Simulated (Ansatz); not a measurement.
Values for one crystal, relaxed and computed with DFT-LDA in the program Ansatz with PAW potentials; other levels are named.

```yaml
volume_per_atom: 15.51 Å³
band_gap: 0.38 eV (indirect)
hole_effective_mass: 0.16, 0.47, 0.87 mₑ (principal values)
valence_band_maximum: at Γ
Highest zone-centre frequency (without LO–TO term): 803 cm^-1
hill_bulk_and_shear_moduli: 115 and 69.3 GPa
Pressure derivative B′: 2.9
```

Task: Pick the material that matches.
(A) BAs, Pnma (B on 4c, As on 4c)
(B) BN, Fmm2 (B on 4a, N on 4a)
(C) AlAs, zinc blende
(D) BP, zinc blende

Result: A, BAs, Pnma (B on 4c, As on 4c)

The start of the workflow was typed in or built on a structure type; neither database checked (COD, Materials Project) lists it. It is not the phase usual at ambient conditions (space group No. 216). Symmetry was held in the LDA relaxation; whether a distortion lowers the energy is not shown. The volume moved by 23 % from the start of the relaxation. Its formation energy is positive at this level, so the cell may be metastable or incomplete. Scalar-relativistic: spin–orbit coupling is off unless named, which matters more the heavier the elements.

Potentials: the earlier of the program's two PAW sets. The files were generated under PBE; for other functionals the program regenerates the frozen cores, and for LDA and PBEsol the local potential too.
